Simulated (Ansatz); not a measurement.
ZrTa:
```cif
data_Ta2Zr2
_chemical_formula_sum 'Ta2 Zr2'
_space_group_name_H-M_alt 'P 1'
_space_group_IT_number 1
_cell_length_a 4.65665
_cell_length_b 3.56978
_cell_length_c 4.97092
_cell_angle_alpha 90.000
_cell_angle_beta 90.000
_cell_angle_gamma 90.000
loop_
_space_group_symop_operation_xyz
  'x, y, z'
loop_
_atom_site_label
_atom_site_type_symbol
_atom_site_fract_x
_atom_site_fract_y
_atom_site_fract_z
_atom_site_occupancy
Ta1 Ta 0.25000 0.00000 0.81290 1
Ta2 Ta 0.75000 0.00000 0.18710 1
Zr1 Zr 0.25000 0.50000 0.27871 1
Zr2 Zr 0.75000 0.50000 0.72129 1
```

Relaxed with r²SCAN (plane waves, PAW; program Ansatz). Indices refer to the conventional cell of Pmma, a = 4.657 Å, b = 3.570 Å, c = 4.971 Å, α = 90.00°, β = 90.00°, γ = 90.00°.

Task: Simulate the powder diffraction pattern (Cu Kα, λ = 1.54184 Å; lines above 1 %) up to 2θ = 90°.

Result: Simulated powder pattern, Cu Kα, λ = 1.54184 Å (kinematic, ideal powder, no thermal factors, no anomalous dispersion; the 30 strongest lines at most, above 1 %, up to 2θ = 90°):

```json
[
 {"2θ (°)": "17.84", "d (Å)": "4.971", "I/Imax (%)": "5.9", "hkl": "(001)"},
 {"2θ (°)": "24.94", "d (Å)": "3.570", "I/Imax (%)": "7.4", "hkl": "(010)"},
 {"2θ (°)": "26.22", "d (Å)": "3.398", "I/Imax (%)": "9.8", "hkl": "(101)"},
 {"2θ (°)": "30.84", "d (Å)": "2.900", "I/Imax (%)": "8.7", "hkl": "(011)"},
 {"2θ (°)": "36.14", "d (Å)": "2.485", "I/Imax (%)": "18", "hkl": "(002)"},
 {"2θ (°)": "36.50", "d (Å)": "2.461", "I/Imax (%)": "100", "hkl": "(111)"},
 {"2θ (°)": "38.67", "d (Å)": "2.328", "I/Imax (%)": "24", "hkl": "(200)"},
 {"2θ (°)": "41.17", "d (Å)": "2.193", "I/Imax (%)": "14", "hkl": "(102)"},
 {"2θ (°)": "46.57", "d (Å)": "1.950", "I/Imax (%)": "3.2", "hkl": "(210)"},
 {"2θ (°)": "48.74", "d (Å)": "1.868", "I/Imax (%)": "6.4", "hkl": "(112)"},
 {"2θ (°)": "50.26", "d (Å)": "1.815", "I/Imax (%)": "4.6", "hkl": "(211)"},
 {"2θ (°)": "51.18", "d (Å)": "1.785", "I/Imax (%)": "11", "hkl": "(020)"},
 {"2θ (°)": "53.96", "d (Å)": "1.699", "I/Imax (%)": "11", "hkl": "(202)"},
 {"2θ (°)": "55.45", "d (Å)": "1.657", "I/Imax (%)": "1.7", "hkl": "(003)"},
 {"2θ (°)": "58.40", "d (Å)": "1.580", "I/Imax (%)": "2.5", "hkl": "(121)"},
 {"2θ (°)": "61.72", "d (Å)": "1.503", "I/Imax (%)": "7.8", "hkl": "(013)"},
 {"2θ (°)": "64.25", "d (Å)": "1.450", "I/Imax (%)": "6.7", "hkl": "(022)"},
 {"2θ (°)": "65.23", "d (Å)": "1.430", "I/Imax (%)": "6.0", "hkl": "(113)"},
 {"2θ (°)": "65.94", "d (Å)": "1.417", "I/Imax (%)": "10", "hkl": "(220)"},
 {"2θ (°)": "67.69", "d (Å)": "1.384", "I/Imax (%)": "6.6", "hkl": "(122)"},
 {"2θ (°)": "68.57", "d (Å)": "1.368", "I/Imax (%)": "16", "hkl": "(311)"},
 {"2θ (°)": "69.65", "d (Å)": "1.350", "I/Imax (%)": "1.8", "hkl": "(203)"},
 {"2θ (°)": "71.68", "d (Å)": "1.317", "I/Imax (%)": "2.8", "hkl": "(302)"},
 {"2θ (°)": "75.25", "d (Å)": "1.263", "I/Imax (%)": "8.8", "hkl": "(213)"},
 {"2θ (°)": "77.23", "d (Å)": "1.235", "I/Imax (%)": "1.7", "hkl": "(312)"},
 {"2θ (°)": "77.57", "d (Å)": "1.231", "I/Imax (%)": "7.9", "hkl": "(222)"},
 {"2θ (°)": "79.89", "d (Å)": "1.201", "I/Imax (%)": "4.8", "hkl": "(104)"},
 {"2θ (°)": "82.94", "d (Å)": "1.164", "I/Imax (%)": "2.8", "hkl": "(400)"},
 {"2θ (°)": "85.28", "d (Å)": "1.138", "I/Imax (%)": "2.2", "hkl": "(114)"},
 {"2θ (°)": "86.70", "d (Å)": "1.123", "I/Imax (%)": "9.0", "hkl": "(131)"}
]
```

The start of the workflow was typed in or built on a structure type; neither database checked (COD, Materials Project) lists it. Its standing as an ambient phase is unchecked. The r²SCAN relaxation kept the symmetry of its start; whether a distortion lowers the energy is not shown. No spin polarisation was allowed. Its formation energy is positive at this level, so the cell may be metastable or incomplete. Axis ratios of metals converge slowly with the k-mesh, so a and c are less sure than the volume. Scalar-relativistic: spin–orbit coupling is off unless named, which matters more the heavier the elements.

Potentials: the earlier of the program's two PAW sets.
